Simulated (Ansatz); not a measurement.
Sn:
```xyz
2
Lattice="0.0000 3.2371 3.2371 3.2371 0.0000 3.2371 3.2371 3.2371 0.0000" Properties=species:S:1:pos:R:3 pbc="T T T"
Sn     3.2371     3.2371     3.2371
Sn     4.8556     4.8556     4.8556
```

Relaxed with LDA. Special points in fractions of this cell's reciprocal vectors: Γ (0.000, 0.000, 0.000); X (0.500, 0.000, 0.500); U (0.625, 0.250, 0.625); K (0.375, 0.375, 0.750); L (0.500, 0.500, 0.500); W (0.500, 0.250, 0.750).

Task: List the band energies nearest the Fermi level at these points for plane-wave PAW LDA (Ansatz code).

Result: In eV from the Fermi level; about four levels below and three above (degenerate sets whole), none deeper than 8.9 eV; points with the same levels are listed once.

| k | below | above |
|---|---|---|
| Γ | -0.77 | 0.12 0.12 0.12 |
| X | -7.57 -7.57 -2.45 -2.45 | 0.79 0.79 7.73 7.73 |
| U | -7.98 -7.08 -3.38 -2.09 | 1.07 3.36 5.74 |
| L | -6.34 -1.09 -1.09 -0.07 | 3.27 3.27 5.57 |
| W | -7.51 -7.51 -3.04 -3.04 | 3.42 3.42 4.04 4.04 |

Space group Fd-3m (diamond). This is a known low-temperature phase of the composition, computed here at zero pressure and temperature. Symmetry was held in the LDA relaxation; whether a distortion lowers the energy is not shown. Spin–orbit coupling is left out wherever it is not named.

Potentials: the later of the program's two PAW sets.
